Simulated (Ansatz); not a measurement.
LiBr:
```
CELL_PARAMETERS angstrom
      0.00000     2.75540     2.75540
      2.75540     0.00000     2.75540
      2.75540     2.75540     0.00000
ATOMIC_POSITIONS crystal
  Li 0.00000 0.00000 0.00000
  Br 0.50000 0.50000 0.50000
```

Relaxed with PBE.

Map the electron localisation function on the plane through (0.000, 0.000, 0.000) spanned by u = [1, 0, 0] and v = [0, 1, -1] in lattice vectors, from plane-wave PAW PBE (Ansatz code).

x is the fraction of u, y of v (the angle between them is 90°; rows are the nearest grid lines); atoms in the plane: Li at (0.00, 0.00), Br at (0.50, 0.50).
```
|99920000000000002999|
|99810000111100001899|
|98200123333332100289|
|21001456666665410012|
|00014677888877641000|
|00146788888888764100|
|00257888888888875200|
|00367888644688876300|
|01368886200268886310|
|01368884000048886310|
|01368884000048886310|
|01368886200268886310|
|00367888644688876300|
|00257888888888875200|
|00146788888888764100|
|00014677888877641000|
|21001456666665410012|
|98200123333332100289|
|99810000111100001899|
|99920000000000002999|
```
Scale: ten equal steps from 0.001 (start of '0') to 0.999 (end of '9'), in the order '0123456789'; x runs from 0.000 to 1.00, y from 0.000 (bottom) to 1.00 (top).

The density is the valence pseudo-density with augmentation charge, so density and ELF within about 1 Å of a nucleus are not all-electron values.

Space group Fm-3m (rock salt). The cell was relaxed with PBE under the symmetry of its start; phonons on a q-mesh show no instability.

Potentials: the later of the program's two PAW sets.
